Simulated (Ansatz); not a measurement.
**Sb, first-principles data**

Sb:
```yaml
crystal:
  lattice:
    - [-3.47726, 3.47726, 3.47726]
    - [3.47726, -3.47726, 3.47726]
    - [3.47726, 3.47726, -3.47726]
  atoms:
    - { symbol: Sb, position: [0.71093, 0.00000, 0.00000] }
    - { symbol: Sb, position: [0.00000, 0.71093, 0.00000] }
    - { symbol: Sb, position: [0.00000, 0.00000, 0.71093] }
    - { symbol: Sb, position: [0.28907, 0.28907, 0.28907] }
```

Space group I-43m (No. 217); conventional cell a = 6.955 Å, b = 6.955 Å, c = 6.955 Å, α = 90.00°, β = 90.00°, γ = 90.00°.

Method: plane-wave PAW r²SCAN+D4 (Ansatz code). The cell and atoms are relaxed at this level. Other levels are named where they apply.

### Cell and energy

```
Quantity             Result
---------------  ----------
Volume per atom    42.04 Å³
Density          4.81 g/cm³
```

### Electronic structure

```
Quantity                                                                                              Value
------------------------------------------------  ---------------------------------------------------------
Band gap                                                                                   1.29 eV (direct)
Valence-band maximum                                                                                   at Γ
Conduction-band minimum                                                                                at Γ
Electron effective mass, band 1 of 3 at the edge   0.44 along [100], 0.50 along [110], 1.3 along [111] (mₑ)
Electron effective mass, band 2 of 3 at the edge  0.44 along [100], 0.44 along [110], 0.21 along [111] (mₑ)
Electron effective mass, band 3 of 3 at the edge  0.18 along [100], 0.17 along [110], 0.21 along [111] (mₑ)
Hole effective mass, band 1 of 2 at the edge       3.6 along [100], 0.69 along [110], 0.38 along [111] (mₑ)
Hole effective mass, band 2 of 2 at the edge      0.20 along [100], 0.26 along [110], 0.38 along [111] (mₑ)
HSE06 gap on the r²SCAN+D4 cell                                                                     1.56 eV
Gap with spin–orbit coupling                                                                        1.12 eV
```

### Mechanics

```
Quantity                                                                                      Value
-----------------------------------------------------------  --------------------------------------
Bulk modulus (Birch–Murnaghan fit)                                                          7.9 GPa
Pressure derivative B′                                                                          5.9
Elastic constants (relaxed ions, GPa)                               C11 = 9.0, C12 = 7.3, C44 = 7.9
Mechanical stability                                         stable (all eigenvalues of C positive)
Hill bulk and shear moduli                                                          7.9 and 3.4 GPa
Young's modulus                                                                             9.0 GPa
Poisson's ratio                                                                                0.31
Debye temperature from the elastic constants                                                 80.8 K
Piezoelectric stress constants (proper, relaxed ions, C/m²)                 e14 = e25 = e36 = -0.20
```

The start of the workflow was typed in or built on a structure type; neither database checked (COD, Materials Project) lists it. It is not the phase usual at ambient conditions (space group No. 166). The cell was relaxed with r²SCAN+D4 under the symmetry of its start; its stability against distortions is not shown here. The volume moved by 16 % from the start of the relaxation. Scalar-relativistic: spin–orbit coupling is off unless named, which matters more the heavier the elements.

Potentials: the earlier of the program's two PAW sets.
